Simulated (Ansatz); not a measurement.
The cell of BaCd3Se4 is invented: species swapped into a database cell of MgMn3Te4 (P-4m2, No. 115), with Ba on the Mg sites, Cd on the Mn sites and Se on the Te sites. Lengths were set from tabulated atomic sizes, so they are only a guess.

```cif
data_structure
_symmetry_space_group_name_H-M 'P-4m2'
_symmetry_Int_Tables_number 115
_cell_length_a 4.7214
_cell_length_b 4.7214
_cell_length_c 13.2820
_cell_angle_alpha 90.000
_cell_angle_beta 90.000
_cell_angle_gamma 90.000
_cell_volume 296.08
loop_
_atom_site_label
_atom_site_type_symbol
_atom_site_symmetry_multiplicity
_atom_site_Wyckoff_symbol
_atom_site_fract_x
_atom_site_fract_y
_atom_site_fract_z
_atom_site_occupancy
Ba1 Ba 1 a 0.00000 0.00000 0.00000 1
Cd1 Cd 2 f 0.50000 0.50000 0.74759 1
Cd2 Cd 1 d 0.00000 0.00000 0.50000 1
Se1 Se 2 g 0.00000 0.50000 0.62406 1
Se2 Se 2 g 0.00000 0.50000 0.12904 1
```

Level of theory: DFT PBE, scalar-relativistic, plane waves, PAW (Ansatz). Cutoff 420 eV, Gaussian smearing, Γ-centred meshes. Cell and atoms relax first on a coarse mesh, the cell is then made exact in the group found at 0.06 to 0.08 Å, and last on a converged mesh; the steps can't lower the symmetry of their start. No spin polarisation.

A guess keeps its type if space group and coordination stay and the shape of the cell changes little (axis ratios within about 15 %, angles within 6°); the volume may change.

Question: Does it keep its structure type, or change into something else?

Answer: It keeps its type. The symmetry stays P-4m2 (No. 115). The volume per atom shrinks by 8.8 %, from 37.0 to 33.7 Å³. The shortest distance goes from 2.87 Å (Cd–Se) to 2.70 Å (Cd–Se). The ratio c/a of the conventional cell changes by a factor of 1.02. Counting neighbours within 15 % of an atom's shortest distance, the start has Ba 4, Cd 4, Se 4 and the end Ba 4, Cd 4, Se 4.

The zero of energy is the elements' standard structures at the same level; no fitted shifts are applied.

Question: At what energy does it end?

Answer: −0.881 eV/atom.

The last run used a 6×6×2 mesh (in the run's order of axes) for its 8-atom cell and Gaussian smearing of 0.02 eV. The reference form of Se is held partly by dispersion forces, which this level lacks. A later test with randomly moved atoms led to a structure 53 meV/atom lower, so this end is a saddle point or a shallow minimum. Another cell of the same search, in Amm2, lies 53 meV/atom lower, so this cell isn't the stable form at this level.
